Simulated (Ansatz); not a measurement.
Ta$_{3}$Ru: pressure against volume

Ta$_{3}$Ru, Cmmm, a = 3.269 Å, b = 4.636 Å, c = 8.746 Å. The structure is a Materials Project entry; whether it is the stable form wasn't checked. Ansatz: PBEsol, PAW, 420 eV, Γ-centred 16×16×6 mesh on 4 atoms, Gaussian smearing 0.10 eV; no spin polarisation. Shape and atoms are relaxed at each volume; pressure is positive in compression.

| V (Å³/atom) | P (GPa) |
| --- | --- |
| 15.575 | 16.21 |
| 16.072 | 7.47 |
| 16.569 | 0.00 |
| 17.067 | -6.41 |
| 17.564 | ? |

Problem. Take V0 = 16.569 Å³/atom, fit the third-order Birch–Murnaghan form to the other rows, and predict the missing pressure.

Solution. With the Eulerian strain f = ½[(V0/V)^(2/3) − 1] and y = P/[3f(1 + 2f)^(5/2)], the form is the line y = B0 + 1.5 B0 (B0′ − 4) f. Rows (f, y): 0.02105, 231.5; 0.01026, 230.7; -0.00977, 229.8. Means f = 0.007180, y = 230.67; Σ(Δf)² = 0.0004892, ΣΔfΔy = 0.02635; the slope is their ratio. y = 230.3 + 53.87 f GPa, so B0 = 230.3 GPa and B0′ = 4 + 2 × (53.87)/(3 × 230.3) = 4.16. At V = 17.564, f = -0.01907, y = 229.27 and P = -11.90 GPa. The run gave -11.88 GPa, so the fit is 0.02 GPa too low, a small miss on the scale of the series. The form still works here, 33 % of the fitted range beyond its end.

Spin–orbit coupling is left out, which can shift energies with elements as heavy as these.